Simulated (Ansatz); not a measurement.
Y:
```xyz
1
Lattice="-2.0201 2.0201 2.0201 2.0201 -2.0201 2.0201 2.0201 2.0201 -2.0201" Properties=species:S:1:pos:R:3 pbc="T T T"
Y      0.0000     0.0000     0.0000
```

Relaxed with PBE. Special points in fractions of this cell's reciprocal vectors: Γ (0.000, 0.000, 0.000); H (0.500, -0.500, 0.500); N (0.000, 0.000, 0.500); P (0.250, 0.250, 0.250).

Problem. List the band energies nearest the Fermi level at these points for PBE (plane waves, PAW; program Ansatz).

Solution. In eV from the Fermi level; about four levels below and three above (degenerate sets whole), none deeper than 8.9 eV; points with the same levels are listed once.

```csv
k,below,above
Γ,-4.77,1.66 1.66 1.66
H,-1.45 -1.45,5.25 5.25 5.25
N,-1.98,0.18 0.72 3.50
P,-0.18 -0.18 -0.18,4.24 4.24 5.10
```

Space group Im-3m (bcc (W type)). A made-up cell: these elements were put on the sites of a structure type; neither database checked (COD, Materials Project) lists it. It is not the phase usual at ambient conditions (space group No. 194). The cell was relaxed with PBE under the symmetry of its start. At this level the phase is dynamically unstable (imaginary phonons). No spin polarisation was allowed. Spin–orbit coupling is left out wherever it is not named.

Potentials: the later of the program's two PAW sets.
